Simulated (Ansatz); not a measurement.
Mg (hcp, Mg type)

```
Mg
1.0
    3.18616     0.00000     0.00000
   -1.59308     2.75930     0.00000
    0.00000     0.00000     5.22349
Mg
2
Direct
  0.33333   0.66667   0.75000
  0.66667   0.33333   0.25000
```

The atoms are displaced by Q × the pattern below (from a DFPT mode at Γ, largest move 1; Q in Å), at fixed cell.

| atom | x | y | z |
|---|---|---|---|
| Mg1 | 0.000 | 0.000 | -1.000 |
| Mg2 | 0.000 | 0.000 | 1.000 |

The numbers are results of PBE (plane waves to 420 eV, PAW, scalar-relativistic; Ansatz, an electronic-structure program), not measurements. k mesh 17×17×9 (Γ-centred), Fermi-Dirac smearing 0.05 eV. The energy includes the smearing's −TS. With partly filled bands, energies and forces of such displacements shift with the k mesh and the smearing. Mg was relaxed with its symmetry unable to fall. The PAW data are Ansatz's earlier set. The zero of ΔE is the undisplaced structure. The last digit holds for this mesh only.

```json
[
 {"Q (Å)": "-0.1000", "ΔE (meV/cell)": "53.42"},
 {"Q (Å)": "-0.0833", "ΔE (meV/cell)": "36.85"},
 {"Q (Å)": "-0.0667", "ΔE (meV/cell)": "23.46"},
 {"Q (Å)": "-0.0500", "ΔE (meV/cell)": "13.13"},
 {"Q (Å)": "-0.0333", "ΔE (meV/cell)": "withheld"},
 {"Q (Å)": "-0.0167", "ΔE (meV/cell)": "1.45"},
 {"Q (Å)": "0.0000", "ΔE (meV/cell)": "0.00"},
 {"Q (Å)": "0.0167", "ΔE (meV/cell)": "1.45"},
 {"Q (Å)": "0.0333", "ΔE (meV/cell)": "withheld"},
 {"Q (Å)": "0.0500", "ΔE (meV/cell)": "13.13"},
 {"Q (Å)": "0.0667", "ΔE (meV/cell)": "23.46"},
 {"Q (Å)": "0.0833", "ΔE (meV/cell)": "36.85"},
 {"Q (Å)": "0.1000", "ΔE (meV/cell)": "53.42"}
]
```

### Question
Fit an even polynomial form (powers 2, 4, 6) to the given rows and predict ΔE at Q = -0.0333.

### Answer
Least squares on the 11 given rows: ΔE = (5204)·Q² + (18330)·Q⁴ + (-453100)·Q⁶, in meV/cell with Q in Å; root-mean-square residual 0.009 meV/cell. At -0.0333 the fit gives 5.79 meV/cell; the calculation gives 5.82 meV/cell, so the interpolation is off by -0.03 (-0.5 %). The quadratic term alone would give 5.77 meV/cell.

(For displaced atoms, the force is minus the slope of the energy, and its curvature is a force constant, which sets phonon frequencies.)
